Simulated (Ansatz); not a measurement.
HfO2:
```cif
data_Hf4O8
_chemical_formula_sum 'Hf4 O8'
_space_group_name_H-M_alt 'P 1'
_space_group_IT_number 1
_cell_length_a 5.24671
_cell_length_b 5.03029
_cell_length_c 5.05928
_cell_angle_alpha 90.000
_cell_angle_beta 90.000
_cell_angle_gamma 90.000
loop_
_space_group_symop_operation_xyz
  'x, y, z'
loop_
_atom_site_label
_atom_site_type_symbol
_atom_site_fract_x
_atom_site_fract_y
_atom_site_fract_z
_atom_site_occupancy
Hf1 Hf 0.03257 0.26704 0.24859 1
Hf2 Hf 0.96743 0.73296 0.74859 1
Hf3 Hf 0.53257 0.73296 0.24859 1
Hf4 Hf 0.46743 0.26704 0.74859 1
O1 O 0.36703 0.07004 0.10897 1
O2 O 0.63297 0.92996 0.60897 1
O3 O 0.86703 0.92996 0.10897 1
O4 O 0.13297 0.07004 0.60897 1
O5 O 0.23216 0.53890 0.99844 1
O6 O 0.76784 0.46110 0.49844 1
O7 O 0.73216 0.46110 0.99844 1
O8 O 0.26784 0.53890 0.49844 1
```

Relaxed with r²SCAN. r²SCAN (plane waves, PAW; program Ansatz) gives a gap of 4.94 eV.

Problem. What gap does HSE06 give on the same cell (Ansatz, PAW)?

Solution. 6.08 eV, 1.14 eV more. The hybrid was solved on a coarser mesh and at special points; its gap is the smallest among all of these.

Cost on shared cores: the r²SCAN run (SCF on a 5×6×6 mesh, then bands and DOS) roughly 13 core-minutes, the HSE06 run (SCF on 3×3×3, then a few points) about 5 core-minutes (a rough figure); the tasks are unlike.

Space group Pca2_1. The cell was relaxed with r²SCAN under the symmetry of its start. The run is not spin-polarised. Scalar-relativistic: spin–orbit coupling is off unless named, which matters more the heavier the elements.

Potentials: the later of the program's two PAW sets.
